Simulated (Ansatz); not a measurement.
TiC2:
```cif
data_C2Ti
_chemical_formula_sum 'Ti1 C2'
_space_group_name_H-M_alt 'P6/mmm'
_space_group_IT_number 191
_space_group_name_Hall '-P 6 2'
_cell_length_a 2.67033
_cell_length_b 2.67033
_cell_length_c 3.86344
_cell_angle_alpha 90.000
_cell_angle_beta 90.000
_cell_angle_gamma 120.000
loop_
_atom_site_label
_atom_site_type_symbol
_atom_site_symmetry_multiplicity
_atom_site_Wyckoff_symbol
_atom_site_fract_x
_atom_site_fract_y
_atom_site_fract_z
_atom_site_occupancy
Ti1 Ti 1 a 0.00000 0.00000 0.00000 1
C1 C 2 d 0.33333 0.66667 0.50000 1
```

Relaxed at zero pressure with PBE in the plane-wave PAW code Ansatz.

Problem. The volume is raised by 3 % and shape and atoms relax at that volume. What pressure results, and how do the axes share the change?

Solution. -6.0 GPa; a 0.4 %, b 0.4 %, c 2.2 %; the energy rises by 5 meV/atom.

Problem. Give the new structure.

Solution. 
Space group P6/mmm (No. 191); a = b = 2.681 Å, c = 3.949 Å, α = β = 90.00°, γ = 120.00°

| atom | site | symmetry | x | y | z |
|---|---|---|---|---|---|
| Ti | 1a | 6/mmm | 0.0000 | 0.0000 | 0.0000 |
| C | 2d | -6m2 | 0.3333 | 0.6667 | 0.5000 |

The phase is kept; no other phase was compared at this pressure.

The start of the workflow was typed in or built on a structure type; neither database checked (COD, Materials Project) lists it. Its standing as an ambient phase is unchecked. The PBE relaxation kept the symmetry of its start; its stability against distortions is not shown here. The run is not spin-polarised. The volume moved by 22 % from the start of the relaxation. Its formation energy is positive at this level, so the cell may be metastable or incomplete.

Potentials: the earlier of the program's two PAW sets.
